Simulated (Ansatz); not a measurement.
Ti₂O in space group P6_3/mmc (No. 194; Ti on 4f, O on 2b) at seven volumes, r²SCAN in the plane-wave PAW code Ansatz, shape and atoms relaxed at each. One row is withheld.

| V (Å³/atom) | P (GPa) |
|---|---|
| 11.095 | 22.08 |
| 11.461 | ? |
| 11.827 | 6.26 |
| 12.193 | 0.00 |
| 12.559 | -5.37 |
| 12.924 | -9.97 |
| 13.290 | -13.92 |

Problem. Fit the shown pressures and predict the withheld one.

Solution. Third-order Birch–Murnaghan: P = (3/2)B₀(x^(7/2) − x^(5/2))[1 + (3/4)(B′ − 4)(x − 1)] with x = (V₀/V)^(2/3). Least squares on the six rows gives V₀ = 12.193 Å³/atom, B₀ = 192.8 GPa, B′ = 4.10. At V = 11.461, x = 1.0421 and P = 13.55 GPa. The run itself gave 13.56 GPa.

The start of the workflow was typed in or built on a structure type; neither database checked (COD, Materials Project) lists it. COD files the formula under space group No. 164. Its standing as an ambient phase is unchecked. The r²SCAN relaxation kept the symmetry of its start; whether a distortion lowers the energy is not shown. The workflow began spin-polarised and lost its moments.

Potentials: the earlier of the program's two PAW sets. The files were generated under PBE; for other functionals the program regenerates the frozen cores, and for LDA and PBEsol the local potential too.
